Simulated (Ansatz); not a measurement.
# HfSn₂Se₆ (P-31m)

The calculation used DFT PBE, scalar-relativistic, plane waves, PAW (Ansatz).

Plane waves to 420 eV, a k mesh through Γ of 6×6×6 on the computed 9-atom cell and Gaussian smearing (0.02 eV); no spin polarisation.

The structure is relaxed at this level of theory with its symmetry kept, and needn't be the ground state of this composition.

Space group P-31m (No. 162), trigonal, a = 6.687 Å, c = 7.098 Å. Hf is surrounded by 6 Se at 2.72 Å; Sn is surrounded by 6 Se at 2.74 Å; Se has 1 Hf at 2.72 Å and 2 Sn at 2.74 Å.

| Property | Result |
| --- | --- |
| Volume per atom | 30.55 Å³ |
| Formation energy from the elements' standard states (uncorrected) | -0.613 eV/atom |
| Kohn–Sham band gap | 0.34 eV |
| Orbital (Löwdin) character of the top 1 eV of the valence band | Se 4p 93 % |
| Orbital (Löwdin) character of the lowest 1 eV of the conduction band | Se 4p 37 %, Hf 5d 33 %, Sn 5s 25 % |
| Bader charge by site (e) | Hf (1 in the cell) 2.04, Sn (2 in the cell) 1.25, Se (6 in the cell) -0.76 |

Spin-orbit coupling is left out, which matters for the bands of heavy elements. The cell holds layers, chains or molecules and no dispersion correction was added, so their binding is poorly described.

The cell was found from a structure generator's guess, not taken from experiment. Kohn–Sham gaps at this level usually fall short of measured ones. Löwdin shares on free-atom orbitals overweight diffuse shells in the empty bands.
